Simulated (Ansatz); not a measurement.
# AlFe (CsCl type): map of one atom of the cell

Starting cell, AlFe (CsCl type):

```xyz
2
Lattice="2.8747 0.0000 0.0000 0.0000 2.8747 0.0000 0.0000 0.0000 2.8747" Properties=species:S:1:pos:R:3 pbc="T T T"
Al     0.0000     0.0000     0.0000
Fe     1.4374     1.4374     1.4374
```

In this cell atom 2 (Fe, nearest neighbour Al at 2.490 Å; its periodic images, 2.9 Å or more away, move with it) is moved by u·(1.000, 0.000, 0.000) + v·(0.000, 0.000, 1.000); the rest is frozen.

Method: PBE (plane waves to 420 eV, PAW, scalar-relativistic; Ansatz, a first-principles code). k mesh 13×13×13 (Γ-centred), Fermi-Dirac smearing 0.05 eV. E stands for the smeared free energy. With partly filled bands, energies and forces of such displacements shift with the k mesh and the smearing. Fu and Fv are the components of the force on the atom. AlFe was relaxed with its symmetry unable to fall. Relaxed AlFe ends ferromagnetic. The magnetic order is the one the run started from; other orders were not tried. The zero of ΔE is the undisplaced structure. Axes are in Å.

ΔE (meV/cell), with u across and v down:

```tsv
v \ u	-0.370	-0.185	0.000	0.185	0.370
-0.370	1260	716	530	716	1260
-0.185	716	283	135	283	716
0.000	530	135	0	135	530
0.185	716	283	135	283	716
0.370	1260	716	530	716	1260
```

Fu (eV/Å), with u across and v down:

```tsv
v \ u	-0.370	-0.185	0.000	0.185	0.370
-0.370	3.86	1.99	0.00	-1.99	-3.86
-0.185	3.05	1.59	0.00	-1.59	-3.05
0.000	2.78	1.45	0.00	-1.45	-2.78
0.185	3.05	1.59	0.00	-1.59	-3.05
0.370	3.86	1.99	0.00	-1.99	-3.86
```

Key numbers:

* **Principal force constants in the plane (five-point differences of the forces)**: 8.0 eV/Å², isotropic
* **Centre of the map**: a minimum
* **Lowest place on the grid**: u = 0.000 Å, v = 0.000 Å (0 meV/cell)
* **Highest place on the grid, met at several equal points**: u = -0.370 Å, v = -0.370 Å; u = 0.370 Å, v = -0.370 Å; u = -0.370 Å, v = 0.370 Å; u = 0.370 Å, v = 0.370 Å (1260 meV/cell)

The 25 points together took roughly 11 core-minutes.

(For displaced atoms, the force is minus the slope of the energy, and its curvature is a force constant, which sets phonon frequencies.)
